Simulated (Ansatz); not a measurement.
## What is wrong with this input? (InSe₂)

Someone meant to compute InSe₂ with PBEsol, plane waves and PAW in Ansatz and wrote this input.

```yaml
crystal:
  lattice:
    - [3.894893, 0.0, 0.0]
    - [0.0, 3.894893, 0.0]
    - [0.0, 0.0, 9.626231]
  atoms:
    - { symbol: In, position: [0.0, 0.5, 0.706468] }
    - { symbol: In, position: [0.5, 0.0, 0.293532] }
    - { symbol: Se, position: [0.0, 0.5, 0.366212] }
    - { symbol: Se, position: [0.5, 0.0, 0.633788] }
    - { symbol: Se, position: [0.0, 0.0, 0.0] }
    - { symbol: Se, position: [0.5, 0.5, 0.0] }
basis:
  ecutwfc: 420
kpoints:
  mp_grid: { grid: [10, 10, 4] }
hamiltonian:
  xc: pbesol
scf:
  occupations: { method: gaussian, width: 0.1 }
  n_extra_bands: 0
output:
  forces: true
  stress: true
  eigenvalues: true
```

Command:

```bash
ansatz run input.yaml --threads 1 --pin off --max-ram 2560MiB --backend cpu --events-out ev --progress --plain --runs-dir out
```

From the log:

```text
Error: inconsistent input (scf.n_extra_bands, scf.occupations.method): n_bands = 45 leaves no empty band above the 45 bands per channel that the deck's 90 electrons occupy, and the occupations search for the Fermi level (a smearing at a finite width, or tetrahedra): a level found among occupied bands alone can fill a metal as an insulator …
```

**Question.** What is the cause?
A. A functional's name that the program doesn't know
B. No empty bands beside a smearing
C. A key that the program doesn't know
D. Spin-orbit coupling without non-collinear spin
E. An unconverged density accepted at the iteration limit

**Answer.** B. A smearing spreads electrons over states above the Fermi level, and these must be among the bands solved. The cure is more bands.

Fix:

```diff
 scf:
-  n_extra_bands: 0
```

Result of the mended run: a largest force of 0.102 eV/Å, a pressure of -3.35 GPa.

The mended run took 20 s on 1 thread of Intel(R) Xeon(R) 6975P-C (Granite Rapids), with other jobs on the host, peak memory 0.66 GiB.